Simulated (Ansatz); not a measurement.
Input file for Ansatz (an electronic-structure program):

Ansatz 0.2 input:
```yaml
crystal:
  lattice:
    - [2.0474349659, -5.7928394966, 0.0]
    - [2.0474349659, 5.7928394966, 0.0]
    - [0.0, 0.0, 4.5682891653]
  atoms:
    - { symbol: Tl, position: [0.3912303466, 0.6087696534, 0.75] }
    - { symbol: Tl, position: [0.6087696534, 0.3912303466, 0.25] }
    - { symbol: Cl, position: [0.8588515366, 0.1411484634, 0.25] }
    - { symbol: Cl, position: [0.1411484634, 0.8588515366, 0.75] }
kpoints:
  mp_grid: { grid: [6, 6, 5] }
  band_path:
    path:
      - [[0.0, 0.0, 0.0], [-0.5, 0.5, 0.0], [-0.2812303786, 0.7187696214, 0.0]]  # Γ-Y-C_0
      - [[0.2812303786, 0.2812303786, 0.0], [0.0, 0.0, 0.0], [0.0, 0.0, 0.5], [0.2812303786, 0.2812303786, 0.5]]  # Σ_0-Γ-Z-A_0
      - [[-0.2812303786, 0.7187696214, 0.5], [-0.5, 0.5, 0.5], [-0.5, 0.5, 0.0]]  # E_0-T-Y
      - [[0.0, 0.0, 0.0], [0.0, 0.5, 0.0], [0.0, 0.5, 0.5], [0.0, 0.0, 0.5], [-0.5, 0.5, 0.5]]  # Γ-S-R-Z-T
      - [VBM, CBM]
    npoints: 6
basis: { xc_grid: 2 }
hamiltonian:
  xc: lda
  pseudopotentials: { kind: paw }
magnetization: { noncollinear: true, spin_orbit: true }
scf:
  n_extra_bands: 12
  convergence: { dr2_threshold: 0.0000000001 }
  occupations: { method: gaussian, width: 0.01 }
checkpoint: { write: soc.run }
output: { eigenvalues: true }
```

Output (shortened):

```
Pseudopotential: Tl, paw_fr, valence charge 13
Pseudopotential: Cl, paw_fr, valence charge 7
Functional definition: SPW92
non-collinear run that drives no moment, with spin-orbit …
Crystal: 4 atoms, lattice volume = 108.364 Å³
Basis set: ecut = 420 eV, 2091 PW (Γ), exchange–correlation on 90×90×64 points (8 copies of the dense FFT grid, shifted against one another)
Bands: 52, of which v1, the nominal top of the filled ones, is band 40 counted from 1 (39 counted from 0)
Symmetry: 8 space group operations + 8 with time reversal
k-points: 39 of 180
Projection manifold: j_resolved (fully-relativistic pseudo-atomic orbitals)
SCF iter   1: F=—  HF=-24454.684313 eV  |F-HF|=—  |Δ(HF+E_count)|=         —  Δρ=4.86e-2  dr2=5.74e0  dr2_m=0.00e0 (ungated)  ethr=3.10e-3  |M|=0.00e0 ∫|m|=0.00e0 μB  |m|>n=0.0e0 m-floor=0.0e0 τ_xc=0.0e0  β_m=0.30  ⟨swp⟩=6.2  Hψ=4687  notcnv=0  defer=16
preconditioner: auto → Resta (q_TF=auto, 2.311 Å⁻¹)
spin=Noncollinear: Resta preconditioning applied to the charge; magnetization (m_x, m_y, m_z) channels mix plain (no charge-response kernel on spin).
SCF iter   2: F=—  HF=-24453.428319 eV  |F-HF|=—  |Δ(HF+E_count)|=    1.26e0  Δρ=2.39e-2  dr2=1.55e0  dr2_m=0.00e0 (ungated)  ethr=3.10e-3  |M|=0.00e0 ∫|m|=0.00e0 μB  |m|>n=0.0e0 m-floor=0.0e0 τ_xc=0.0e0  β_m=0.45  ⟨swp⟩=3.1  Hψ=2067  notcnv=0  defer=236
SCF iter   3: F=—  HF=-24452.932662 eV  |F-HF|=—  |Δ(HF+E_count)|=   4.96e-1  Δρ=6.28e-3  dr2=7.32e-2  dr2_m=0.00e0 (ungated)  ethr=3.10e-3  |M|=0.00e0 ∫|m|=0.00e0 μB  |m|>n=0.0e0 m-floor=0.0e0 τ_xc=0.0e0  β_m=0.72  ⟨swp⟩=2.1  Hψ=1581  notcnv=0  defer=234
SCF iter   4: F=—  HF=-24452.905732 eV  |F-HF|=—  |Δ(HF+E_count)|=   2.69e-2  Δρ=1.95e-3  dr2=5.93e-3  dr2_m=0.00e0 (ungated)  ethr=1.83e-4  |M|=0.00e0 ∫|m|=0.00e0 μB  |m|>n=0.0e0 m-floor=0.0e0 τ_xc=0.0e0  β_m=0.74  ⟨swp⟩=3.0  Hψ=2117  notcnv=0  defer=234
SCF iter   5: F=—  HF=-24452.904489 eV  |F-HF|=—  |Δ(HF+E_count)|=   1.24e-3  Δρ=4.85e-4  dr2=3.56e-4  dr2_m=0.00e0 (ungated)  ethr=1.48e-5  |M|=0.00e0 ∫|m|=0.00e0 μB  |m|>n=0.0e0 m-floor=0.0e0 τ_xc=0.0e0  β_m=0.87  ⟨swp⟩=2.1  Hψ=1746  notcnv=0  defer=232
SCF iter   6: F=—  HF=-24452.904514 eV  |F-HF|=—  |Δ(HF+E_count)|=   2.52e-5  Δρ=9.22e-5  dr2=1.50e-5  dr2_m=0.00e0 (ungated)  ethr=8.89e-7  |M|=0.00e0 ∫|m|=0.00e0 μB  |m|>n=0.0e0 m-floor=0.0e0 τ_xc=0.0e0  β_m=0.93  ⟨swp⟩=2.0  Hψ=1132  notcnv=0  defer=232
SCF iter   7: F=—  HF=-24452.904518 eV  |F-HF|=—  |Δ(HF+E_count)|=   3.88e-6  Δρ=2.77e-5  dr2=1.04e-6  dr2_m=0.00e0 (ungated)  ethr=3.76e-8  |M|=0.00e0 ∫|m|=0.00e0 μB  |m|>n=0.0e0 m-floor=0.0e0 τ_xc=0.0e0  β_m=0.93  ⟨swp⟩=2.1  Hψ=1233  notcnv=0  defer=232
SCF iter   8: F=—  HF=-24452.904575 eV  |F-HF|=—  |Δ(HF+E_count)|=   5.72e-5  Δρ=4.92e-6  dr2=3.48e-8  dr2_m=0.00e0 (ungated)  ethr=2.59e-9  |M|=0.00e0 ∫|m|=0.00e0 μB  |m|>n=0.0e0 m-floor=0.0e0 τ_xc=0.0e0  β_m=0.96  ⟨swp⟩=2.0  Hψ=1602  notcnv=0  defer=232
SCF iter  10: F=-24452.904576 eV  HF=-24452.904576 eV  |F-HF|=3.64e-12  |Δ(HF+E_count)|=  4.66e-10  Δρ=1.94e-7  dr2=4.38e-11  dr2_m=0.00e0 (ungated)  ethr=1.00e-12  |M|=0.00e0 ∫|m|=0.00e0 μB  |m|>n=0.0e0 m-floor=0.0e0 τ_xc=0.0e0  ⟨swp⟩=9.8  Hψ=3659  notcnv=0
SCF 1 converged in 10 iterations: F = -24452.904576 eV  dr2 = 4.38e-11
NSCF: frozen V_eff on 52 k-points
NSCF: frozen V_eff on 52 k-points
NSCF: frozen V_eff on 52 k-points
NSCF: frozen V_eff on 52 k-points
NSCF: frozen V_eff on 5 k-points
NSCF: frozen V_eff on 2 k-points
NSCF: frozen V_eff on 34 k-points
NSCF: frozen V_eff on 5 k-points
NSCF: frozen V_eff on 15 k-points
NSCF: frozen V_eff on 13 k-points
NSCF: frozen V_eff on 21 k-points
NSCF: frozen V_eff on 2 k-points
NSCF: frozen V_eff on 15 k-points
NSCF: frozen V_eff on 12 k-points
NSCF: frozen V_eff on 5 k-points
NSCF: frozen V_eff on 77 k-points
SCF converged after 10 iterations
Magnetization: |M| = 0.0000 μB,  M = (+0.0000, +0.0000, +0.0000) μB
Absolute magnetization: 0.0000 μB (∫|m|)
  site 0: m = (+0.0000, +0.0000, +0.0000) μB, |m| = 0.0000 μB  (R = 1.20 Å)
  site 1: m = (+0.0000, +0.0000, +0.0000) μB, |m| = 0.0000 μB  (R = 1.20 Å)
  site 2: m = (+0.0000, +0.0000, +0.0000) μB, |m| = 0.0000 μB  (R = 1.20 Å)
  site 3: m = (+0.0000, +0.0000, +0.0000) μB, |m| = 0.0000 μB  (R = 1.20 Å)
Free energy (F): -24452.904576 eV
Harris-Foulkes:  -24452.904576 eV  (|F-HF|=3.64e-12)
Internal energy: -24452.904576 eV  (E = F + TS)
E sigma→0 (E₀):  -24452.904576 eV
Fermi energy:    6.469794 eV
--- Per-component energies (eV) ---
  E_band       = -73.044477
  E_kinetic    = 986.345725
  E_local      = -2394.709627  (includes V_loc(G=0)·N_el)
  E_nonlocal   = 702.713694
  E_hartree    = 850.428732
  E_xc         = -670.043111
  E_vxc        = -529.565912  (∫ρ·V_xc dr)
  E_paw        = -21051.895558  (= ΣΔE_a)
  E_vpaw       = -538.686169  (= ΣTr[D̂ρ^β])
  E_aug_tail   = 0.000262  (compensation charges beyond the density's cutoff)
  E_ewald      = -2875.906426
  E_core_change = 0.161734  (= ΣΔE_core)
  E_smearing   =  0.000000  (= −TS)
  E_closure    = 0.000000  (closes the sum)
  Σ components = -24452.904576   (vs F -24452.904576, Δ=0.00e0)
  [band-id]    e_kinetic+e_local+e_nonlocal+2·e_hartree+e_vxc+e_vpaw+e_augmentation_tail = -73.044563   (vs E_band -73.044477, Δ=-8.65e-5)
--- Band table (eV; the first three rows and the last of 39) ---
  k-point 0: bands = ["-8.8190", "-8.8190", "-8.4406", "-8.4406", "-5.5602", "-5.5602", "-5.5258", "-5.5258", "-5.5072", "-5.5072", "-5.3840", "-5.3840", "-3.4326", "-3.4326", "-3.3819", "-3.3819", "-3.3439", "-3.3439", "-3.2675", "-3.2675", "-3.2403", …
  k-point 1: bands = ["-8.7510", "-8.7510", "-8.4403", "-8.4403", "-5.5540", "-5.5540", "-5.5267", "-5.5267", "-5.5095", "-5.5095", "-5.4090", "-5.4090", "-3.4287", "-3.4287", "-3.3894", "-3.3894", "-3.3391", "-3.3391", "-3.2826", "-3.2826", "-3.2405", …
  k-point 2: bands = ["-8.5996", "-8.5996", "-8.4779", "-8.4779", "-5.5366", "-5.5366", "-5.5287", "-5.5287", "-5.5067", "-5.5067", "-5.4652", "-5.4652", "-3.4179", "-3.4179", "-3.3892", "-3.3892", "-3.3511", "-3.3511", "-3.3010", "-3.3010", "-3.2493", …
  k-point 38: bands = ["-8.5258", "-8.5258", "-8.4895", "-8.4895", "-5.5465", "-5.5465", "-5.5325", "-5.5325", "-5.4990", "-5.4990", "-5.4978", "-5.4978", "-3.4198", "-3.4198", "-3.4093", "-3.4093", "-3.3467", "-3.3467", "-3.3236", "-3.3236", "-3.2994", …
```

Cost: around 5 core-minutes (rough) on shared cores.

Space group Cmcm. The workflow started from a Materials Project entry (that database holds measured and hypothetical structures alike); the Crystallography Open Database copy checked does not list it. COD files the formula under space group No. 221, so this cell is another polymorph or a model. Its standing as an ambient phase is unchecked. The LDA relaxation kept the symmetry of its start; whether a distortion lowers the energy is not shown. A crystal of weakly bound molecules computed without a dispersion correction: the cell and the soft elastic constants depend strongly on that.

Potentials: the later of the program's two PAW sets.

Ansatz is a plane-wave DFT program.
